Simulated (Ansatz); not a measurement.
# Run on Mn3Si (Fm-3m) — total moment held at 0.42 μB

These are results of DFT, LDA, all-electron LAPW, scalar-relativistic in Ansatz, not measurements.

Command: `ansatz run input.yaml --threads 2 --pin off --max-ram 6144MiB --backend cpu --events-out ev --progress --plain --runs-dir out`

```yaml
crystal:
  lattice:
    - [0.0, 2.861, 2.861]
    - [2.861, 0.0, 2.861]
    - [2.861, 2.861, 0.0]
  atoms:
    - { symbol: Mn, position: [0.5, 0.5, 0.5], spin: 0.967 }
    - { symbol: Mn, position: [0.25, 0.25, 0.25], spin: -0.274 }
    - { symbol: Mn, position: [0.75, 0.75, 0.75], spin: -0.273 }
    - { symbol: Si, position: [0.0, 0.0, 0.0] }
magnetization:
  spin_polarized: true
  initial_magnetization: 0.42
  spin_locking: { lock_magnetization: hard }
kpoints:
  mp_grid: { grid: [10, 10, 10] }
scf:
  occupations: { method: fermi_dirac, width: 0.05 }
  lower_state_search: "off"
hamiltonian:
  xc: lda
  pseudopotentials: { kind: all_electron, lapw: { basis_error: 0.001 } }
output:
  forces: true
  stress: true
  eigenvalues: false
```

Log:

```
settings of this run that can trade accuracy for cost: output.eigenvalues: false. Do not mix this run's numbers with those of runs without the same settings; the input reference describes each key
LAPW: plane waves up to 8.946 Å⁻¹, error target 1.0e-3 eV per atom; small_component_spin mean_spin; Si in spheres of 1.239 Å, 12 of its electrons in bands, Dirac shells []; Mn in spheres of 1.239 Å, 15 of its electrons in bands, Dirac shells [] (how accurate: hamiltonian.pseudopotentials.lapw.basis_error, Limitations)
Engine: ansatz 0.2.0
Pseudopotentials: kind: all_electron
Pseudopotential: Mn, LAPW, valence charge 15, lapw/all_electron/scalar/gaussian/Mn, Koelling and Harmon's equation, gaussian nucleus
Pseudopotential: Si, LAPW, valence charge 12, lapw/all_electron/scalar/gaussian/Si, Koelling and Harmon's equation, gaussian nucleus
Functional definition: SPW92
  exchange = slater_x
  correlation = pw_c
Crystal: 4 atoms, lattice volume = 46.836 Å³
Basis set: ecut = 304.92985719448023 eV, 537 PW (Γ), exchange–correlation at level 2
Bands: 35, of which v1, the nominal top of the filled ones, is band 29 counted from 1 (28 counted from 0)
Symmetry: 24 space group operations
Space group: F-43m (ITA 216), of the structure as read, at distance tolerance 3.6e-5 Å
Magnetic group: BNS 216.74 (UNI 1576), of the structure as read, at distance tolerance 3.6e-5 Å
k-points: 47 of 1000 (time reversal used)
Non-local potential: Mn, projectors of the file, none
Non-local potential: Si, projectors of the file, none
Initial density: superposition of atomic densities (chi_scale 0.1, normalization cell)
Starting moments: Σ|m| = 1.514 μB on 3 of 4 sites
Initial wavefunctions: plane waves of lowest kinetic energy (no species holds an atomic orbital)
Functional: x = slater, c = lda
iter 1 solved again at ethr=1.68e-3 eV; its pass at ethr=1.00e-1 eV (dr2=9.58e-1 eV) is discarded
SCF iter   1: F=—  HF=-102278.616451 eV  |F-HF|=—  |Δ(HF+E_count)|=         —  Δρ=2.17e-2 (↑2.17e-2 ↓1.97e-2)  dr2=9.58e-1  dr2_m=1.74e-3  M=0.420 μB ∫|m|=1.311 μB  β_m=0.30  ethr=1.68e-3  ⟨swp⟩=2.0  Hψ=21811  notcnv=0
preconditioner: auto → Kerker (q_TF=auto, 2.819 Å⁻¹)  [metal: Δε(μ)=0.010 eV  Ē_g=4.331 eV  σ=0.050 eV  W_gap=0.05  n_scr=14 (ndim 8)  ℏωp=27.1 eV  f_vac=0.000  D(μ)=4.85/eV (n_scr^D=58)]
spin=Collinear: Kerker preconditioning applied to the charge; magnetization (m = ρ↑ − ρ↓) channel mixes plain (no charge-response kernel on spin).
SCF iter   2: F=—  HF=-102280.991353 eV  |F-HF|=—  |Δ(HF+E_count)|=    2.37e0  Δρ=9.09e-2 (↑7.23e-2 ↓9.09e-2)  dr2=2.25e1  dr2_m=3.78e-2  M=0.420 μB ∫|m|=0.834 μB  β_m=0.30  ethr=1.68e-3  ⟨swp⟩=3.0  Hψ=10684  notcnv=0
SCF iter   3: F=—  HF=-102278.336223 eV  |F-HF|=—  |Δ(HF+E_count)|=    2.66e0  Δρ=2.55e-2 (↑2.55e-2 ↓2.41e-2)  dr2=1.74e0  dr2_m=4.07e-4  M=0.420 μB ∫|m|=1.151 μB  β_m=0.30  ethr=1.68e-3  ⟨swp⟩=3.0  Hψ=10379  notcnv=0
SCF iter   4: F=—  HF=-102278.040964 eV  |F-HF|=—  |Δ(HF+E_count)|=   2.95e-1  Δρ=7.70e-3 (↑7.55e-3 ↓7.70e-3)  dr2=1.03e-1  dr2_m=8.22e-3  M=0.420 μB ∫|m|=1.464 μB  β_m=1.00  ethr=1.68e-3  ⟨swp⟩=2.0  Hψ=10153  notcnv=0
SCF iter   5: F=—  HF=-102278.012383 eV  |F-HF|=—  |Δ(HF+E_count)|=         —  Δρ=1.06e-2 (↑1.06e-2 ↓3.07e-3)  dr2=7.88e-2  dr2_m=1.67e-2  M=0.420 μB ∫|m|=1.876 μB  β_m=1.00  ethr=1.81e-4  ⟨swp⟩=2.0  Hψ=9990  notcnv=0
the basis was enlarged: its passes take 973.2 KiB over the memory plan, 2 of 2 planned eigensolver slots
SCF iter   6: F=—  HF=-102278.035164 eV  |F-HF|=—  |Δ(HF+E_count)|=   2.28e-2  Δρ=7.06e-3 (↑1.65e-3 ↓7.06e-3)  dr2=3.72e-2  dr2_m=5.74e-3  M=0.420 μB ∫|m|=2.122 μB  β_m=1.00  ethr=1.38e-4  ⟨swp⟩=2.1  Hψ=9960  notcnv=0
SCF iter   7: F=—  HF=-102278.041226 eV  |F-HF|=—  |Δ(HF+E_count)|=   6.06e-3  Δρ=5.11e-3 (↑5.11e-3 ↓3.90e-3)  dr2=1.21e-2  dr2_m=7.51e-3  M=0.420 μB ∫|m|=2.400 μB  β_m=1.00  ethr=6.53e-5  ⟨swp⟩=2.0  Hψ=9793  notcnv=0
SCF iter   8: F=—  HF=-102278.053471 eV  |F-HF|=—  |Δ(HF+E_count)|=   1.22e-2  Δρ=5.38e-3 (↑5.38e-3 ↓2.63e-3)  dr2=1.33e-2  dr2_m=6.03e-3  M=0.420 μB ∫|m|=2.649 μB  β_m=1.00  ethr=2.13e-5  ⟨swp⟩=2.0  Hψ=9796  notcnv=0
SCF iter   9: F=—  HF=-102278.061247 eV  |F-HF|=—  |Δ(HF+E_count)|=   7.78e-3  Δρ=4.79e-3 (↑4.79e-3 ↓1.60e-3)  dr2=8.14e-3  dr2_m=4.23e-3  M=0.420 μB ∫|m|=2.858 μB  β_m=1.00  ethr=2.13e-5  ⟨swp⟩=2.0  Hψ=9801  notcnv=0
iter 10 solved again at ethr=7.98e-8 eV; its pass at ethr=1.43e-5 eV (dr2=4.55e-5 eV) is discarded
SCF iter  10: F=—  HF=-102278.064898 eV  |F-HF|=—  |Δ(HF+E_count)|=   3.65e-3  Δρ=2.20e-3 (↑2.20e-3 ↓2.13e-3)  dr2=4.56e-5  dr2_m=1.98e-3  M=0.420 μB ∫|m|=3.003 μB  β_m=1.00  ethr=7.98e-8  ⟨swp⟩=2.3  Hψ=16649  notcnv=0
[...]
SCF iter  13: F=—  HF=-102278.073088 eV  |F-HF|=—  |Δ(HF+E_count)|=   3.58e-3  Δρ=5.52e-3 (↑5.52e-3 ↓1.00e-3)  dr2=3.31e-2  dr2_m=2.20e-3  M=0.420 μB ∫|m|=3.178 μB  β_m=0.00  ethr=7.98e-8  ⟨swp⟩=3.9  Hψ=11748  notcnv=0
SCF iter  14: F=—  HF=-102278.068472 eV  |F-HF|=—  |Δ(HF+E_count)|=   4.62e-3  Δρ=1.79e-3 (↑1.54e-3 ↓1.79e-3)  dr2=1.51e-4  dr2_m=1.17e-3  M=0.420 μB ∫|m|=3.152 μB  β_m=0.01  ethr=7.98e-8  ⟨swp⟩=3.1  Hψ=11163  notcnv=0
SCF iter  15: F=—  HF=-102278.070556 eV  |F-HF|=—  |Δ(HF+E_count)|=   2.08e-3  Δρ=3.12e-3 (↑3.47e-4 ↓3.12e-3)  dr2=8.17e-3  dr2_m=9.90e-4  M=0.420 μB ∫|m|=3.169 μB  β_m=0.01  ethr=7.98e-8  ⟨swp⟩=3.0  Hψ=11094  notcnv=0
SCF iter  16: F=—  HF=-102278.072831 eV  |F-HF|=—  |Δ(HF+E_count)|=   2.28e-3  Δρ=3.62e-3 (↑1.33e-3 ↓3.62e-3)  dr2=1.99e-2  dr2_m=5.65e-4  M=0.420 μB ∫|m|=3.234 μB  β_m=0.01  ethr=7.98e-8  ⟨swp⟩=3.0  Hψ=10945  notcnv=0
SCF iter  17: F=—  HF=-102278.072674 eV  |F-HF|=—  |Δ(HF+E_count)|=   1.58e-4  Δρ=1.35e-3 (↑5.52e-4 ↓1.35e-3)  dr2=5.72e-4  dr2_m=3.79e-4  M=0.420 μB ∫|m|=3.400 μB  β_m=0.05  ethr=7.98e-8  ⟨swp⟩=3.1  Hψ=11043  notcnv=0
SCF iter  18: F=—  HF=-102278.076141 eV  |F-HF|=—  |Δ(HF+E_count)|=   3.47e-3  Δρ=7.21e-4 (↑4.70e-4 ↓7.21e-4)  dr2=3.92e-4  dr2_m=1.37e-5  M=0.420 μB ∫|m|=3.756 μB  β_m=0.17  ethr=7.98e-8  ⟨swp⟩=3.6  Hψ=11463  notcnv=0
SCF iter  19: F=—  HF=-102278.076430 eV  |F-HF|=—  |Δ(HF+E_count)|=   2.88e-4  Δρ=7.18e-4 (↑5.73e-4 ↓7.18e-4)  dr2=8.80e-4  dr2_m=5.32e-6  M=0.420 μB ∫|m|=3.857 μB  β_m=0.43  ethr=7.98e-8  ⟨swp⟩=3.0  Hψ=10670  notcnv=0
SCF iter  20: F=—  HF=-102278.076372 eV  |F-HF|=—  |Δ(HF+E_count)|=   5.75e-5  Δρ=1.05e-3 (↑1.05e-3 ↓7.15e-4)  dr2=2.82e-3  dr2_m=1.90e-5  M=0.420 μB ∫|m|=3.845 μB  β_m=0.27  ethr=7.98e-8  ⟨swp⟩=3.0  Hψ=10513  notcnv=0  recentre
SCF iter  21: F=—  HF=-102278.075989 eV  |F-HF|=—  |Δ(HF+E_count)|=   3.83e-4  Δρ=4.59e-4 (↑4.59e-4 ↓2.50e-4)  dr2=2.54e-4  dr2_m=1.74e-5  M=0.420 μB ∫|m|=3.833 μB  β_m=0.23  ethr=7.98e-8  ⟨swp⟩=3.0  Hψ=10227  notcnv=0
SCF iter  22: F=—  HF=-102278.076133 eV  |F-HF|=—  |Δ(HF+E_count)|=   1.44e-4  Δρ=1.98e-4 (↑1.98e-4 ↓1.72e-4)  dr2=3.19e-5  dr2_m=5.87e-6  M=0.420 μB ∫|m|=3.898 μB  β_m=0.70  ethr=7.98e-8  ⟨swp⟩=3.0  Hψ=10319  notcnv=0
SCF iter  23: F=—  HF=-102278.076201 eV  |F-HF|=—  |Δ(HF+E_count)|=   6.80e-5  Δρ=1.14e-4 (↑9.22e-5 ↓1.14e-4)  dr2=2.86e-5  dr2_m=1.45e-7  M=0.420 μB ∫|m|=3.967 μB  β_m=0.77  ethr=5.60e-8  ⟨swp⟩=3.0  Hψ=10630  notcnv=0
SCF iter  24: F=—  HF=-102278.076201 eV  |F-HF|=—  |Δ(HF+E_count)|=   6.97e-7  Δρ=4.23e-5 (↑3.49e-5 ↓4.23e-5)  dr2=9.18e-7  dr2_m=3.34e-7  M=0.420 μB ∫|m|=3.959 μB  β_m=0.67  ethr=5.02e-8  ⟨swp⟩=2.0  Hψ=9802  notcnv=0
SCF iter  25: F=—  HF=-102278.076201 eV  |F-HF|=—  |Δ(HF+E_count)|=   4.65e-7  Δρ=2.78e-5 (↑2.78e-5 ↓2.55e-5)  dr2=2.34e-6  dr2_m=3.32e-9  M=0.420 μB ∫|m|=3.968 μB  β_m=0.62  ethr=1.61e-9  ⟨swp⟩=3.0  Hψ=10729  notcnv=0
SCF iter  26: F=—  HF=-102278.076201 eV  |F-HF|=—  |Δ(HF+E_count)|=   5.67e-7  Δρ=6.31e-6 (↑6.24e-6 ↓6.31e-6)  dr2=1.29e-7  dr2_m=7.23e-10  M=0.420 μB ∫|m|=3.970 μB  β_m=0.81  ethr=1.61e-9  ⟨swp⟩=2.1  Hψ=9810  notcnv=0
SCF iter  27: F=-102278.076200 eV  HF=-102278.076200 eV  |F-HF|=4.38e-8  |Δ(HF+E_count)|=   1.00e-8  Δρ=2.95e-6 (↑2.95e-6 ↓2.90e-6)  dr2=2.55e-8  dr2_m=2.02e-10  M=0.420 μB ∫|m|=3.969 μB  ethr=2.26e-10  ⟨swp⟩=2.0  Hψ=9801  notcnv=0
SCF 1 converged in 27 iterations: F = -102278.076200 eV  dr2 = 2.55e-8
SCF converged after 27 iterations
Stability checked in part: among states of this total moment the steps that led to this state did not find it unstable. No probe was made; neither looks for a lower state of another moment (fixed_total_moment; see scf.lower_state_search)
Magnetization: 0.4200 μB (28.7100 up, 28.2900 down)
Absolute magnetization: 3.9693 μB (∫|ρ↑−ρ↓|)
Spin contamination: 1.3281 ħ² per cell (⟨S²⟩ above its minimum at these occupations)
Per-site moments (μB) at R_I (Å): [(2.098931214136364, 1.2388493216533394), (-0.8659946106493432, 1.2388493216533394), (-0.8659235667711744, 1.2388493216533394), (0.036168337725730915, 1.2388493216533394)]
Free energy (F): -102278.076200 eV
Harris-Foulkes:  -102278.076200 eV  (|F-HF|=4.38e-8)
Internal energy: -102278.017826 eV  (E = F + TS)
E sigma→0 (E₀):  -102278.047013 eV
Entropy (-TS):   -0.058375 eV (-14.594 meV/atom)
Fermi energy:    17.934428 (↑ 17.617999, ↓ 18.250858) eV
--- Per-component energies (eV) ---
  E_band       = -1195.357587
  E_kinetic    = 103424.658518
  E_xc         = -4635.250529
  E_electrostatic = -201067.425815  (all electrons and nuclei)
  E_smearing   = -0.058375  (= −TS)
  E_closure    = 0.000000  (closes the sum)
  E_atoms      = -102239.590400  (free atoms, spherical and without spin; not in F)
  Σ components = -102278.076200   (vs F -102278.076200, Δ=0.00e0)
  Basis errors (estimates in eV, not in F): energy 2.6e-4 per atom: plane waves 1.8e-4 (9.2e-5 summed), levels above the bands 1.7e-10, relativity 4.2e-9, radial functions 8.9e-5, core shells 2.1e-8; eigenvalues (radial functions only) 8.8e-7; not estimated: angular momenta, meshes, grids; target (lapw.basis_error) 1.0e-3; muffin-tin radii Si 1.239 Å, Mn 1.239 Å
--- Forces (eV/Å), atoms counted from 1 ---
  atom   1  Mn    -0.00000000     0.00000000     0.00000000
  atom   2  Mn    -0.00000000     0.00000000    -0.00000000
  atom   3  Mn     0.00000000    -0.00000000     0.00000000
  atom   4  Si    -0.00000000     0.00000000     0.00000000
  max |Σ_I F_I| component: 9.25e-18 eV/Å
--- Stress (GPa, compression-positive) ---
      -23.986803      -0.000000       0.000000
       -0.000000     -23.986803      -0.000000
        0.000000      -0.000000     -23.986803
  P = ⅓ Tr σ = -23.9868 GPa (-239.868 kbar)
settings of this run that can trade accuracy for cost: output.eigenvalues: false. Do not mix this run's numbers with those of runs without the same settings; the input reference describes each key
```

The log's space group differs from the title's, since the program also counts the typed moments and uses a tighter tolerance.

Site moments (μB): Mn1 2.10, Mn2 -0.87, Mn3 -0.87, Si4 0.04. Cell moment 0.42 μB.

The magnetic group in the log treats spin as a scalar label, without spin–orbit coupling.

This cell lies far from its zero-pressure volume, so the numbers describe the cell as given rather than the relaxed compound. The Ansatz runs typed with the search for lower states off end where their start leads. None of this fixes the real material's magnetic order: only patterns that fit the cell were computed, at zero temperature, with a functional that can overstate moments.

It took 2.2 min on 2 threads of Arm Neoverse V1 (shared host), peak memory 0.61 GiB.
